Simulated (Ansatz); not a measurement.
With r²SCAN in the plane-wave PAW code Ansatz, C in the tetragonal phase (P4_2/mmc; C on 2e, C on 4i) relaxes to a = 2.592 Å, c = 5.966 Å. C on 2e has 4 nearest neighbours from 1.54 Å (tetrahedral).

Electronic character: metallic (no gap).

The bulk modulus is 331 GPa. The relaxed-ion elastic constants in GPa are C11 = 765, C12 = 38.6, C13 = 80.7, C33 = 1220, C44 = 90.2, C66 = 70.0. The elastic constants imply a Debye temperature near 1330 K.

The start of the workflow was typed in or built on a structure type; neither database checked (COD, Materials Project) lists it. It is not the phase usual at ambient conditions (space group No. 194, 227). Symmetry was held in the r²SCAN relaxation; whether a distortion lowers the energy is not shown. As this level gives no gap, shear constants depend on the k-mesh and smearing (Fermi–Dirac, 0.1 eV here).

Potentials: the later of the program's two PAW sets.
